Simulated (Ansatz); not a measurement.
Mo2N:
Space group R-3m, hexagonal axes (No. 166); a = 2.8593 Å, b = 2.8593 Å, c = 14.6891 Å, α = 90.00°, β = 90.00°, γ = 120.00°

| atom | site | symmetry | x | y | z |
|---|---|---|---|---|---|
| Mo | 6c | 3m | 0.0000 | 0.0000 | 0.2433 |
| N | 3a | -3m | 0.0000 | 0.0000 | 0.0000 |
(The calculation used a cell of 3 atoms; values per cell refer to that cell.)

Relaxed at zero pressure with LDA (plane waves, PAW; program Ansatz).

### Question
The volume is lowered by 9 % and shape and atoms relax at that volume. What pressure results, and how do the axes share the change?

### Answer
39.9 GPa; a -3.2 %, b -3.2 %, c -2.8 %; the energy rises by 119 meV/atom.

### Question
Give the new structure.

### Answer

Space group R-3m, hexagonal axes (No. 166); a = b = 2.767 Å, c = 14.276 Å, α = β = 90.00°, γ = 120.00°

```json
[
 {"atom": "Mo", "site": "6c", "symmetry": "3m", "x": "0.0000", "y": "0.0000", "z": "0.2423"},
 {"atom": "N", "site": "3a", "symmetry": "-3m", "x": "0.0000", "y": "0.0000", "z": "0.0000"}
]
```

The phase is kept; no other phase was compared at this pressure.

The first step of the workflow began from a Materials Project structure, measured or hypothetical; the Crystallography Open Database copy checked does not list it. COD files the formula under space group No. 141, so this cell is another polymorph or a model. Whether it is the stable phase at ambient conditions was not checked. The LDA relaxation kept the symmetry of its start; of distortions, only those at the zone centre were tested. No spin polarisation was allowed.

Potentials: the earlier of the program's two PAW sets.
